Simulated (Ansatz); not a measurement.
# Two-dimensional As, first-principles data

As:
```xyz
4
Lattice="3.6205 0.0000 0.0000 0.0000 4.7725 0.0000 0.0000 0.0000 31.0000" Properties=species:S:1:pos:R:3 pbc="T T F"
As     0.0000     2.7431    14.3204
As     0.0000     2.0294    16.6796
As     1.8102     4.4156    14.3204
As     1.8102     0.3569    16.6796
```
The layer is periodic in x and y and isolated along z.

Method: r²SCAN+D4 (plane waves, PAW; program Ansatz). Lattice and atoms are relaxed at this level; other levels are named.

Structure:

| Property | Value |
|---|---|
| In-plane lattice | a = 3.620 Å, b = 4.773 Å |
| Distance between the outermost nuclei | 2.36 Å |
| Exfoliation energy from the relaxed bulk parent | 24 meV/Å² |

Electronic structure:

| Quantity | Value |
|---|---|
| Band gap | 1.09 eV (direct) |
| Valence-band maximum | at Γ |
| Conduction-band minimum | at Γ |
| Ionisation potential (Kohn–Sham) | 4.92 eV |
| Electron affinity (Kohn–Sham) | 3.83 eV |
| Electron effective mass, in the valley at Γ | 1.1 along x, 0.20 along y (mₑ) |
| Hole effective mass, in the valley at Γ | 1.7 along x, 0.17 along y (mₑ) |
| Electron effective mass with spin–orbit coupling, in the valley at Γ | 1.1 along x, 0.20 along y (mₑ) |
| Hole effective mass with spin–orbit coupling, in the valley at Γ | 1.5 along x, 0.17 along y (mₑ) |
| Gap with spin–orbit coupling | 1.07 eV |
| HSE06 gap on the r²SCAN+D4 cell | 1.46 eV |
| HSE06 ionisation potential | 5.10 eV |

Space group Pmna (puckered). The layer was cut from a bulk entry of the Materials Project (measured or hypothetical); whether that bulk phase is the ambient one, and whether the layer has been isolated, was not checked. The r²SCAN+D4 relaxation kept the symmetry of its start; its stability against distortions is not shown here. Spin–orbit coupling is left out wherever it is not named.

Potentials: the later of the program's two PAW sets.
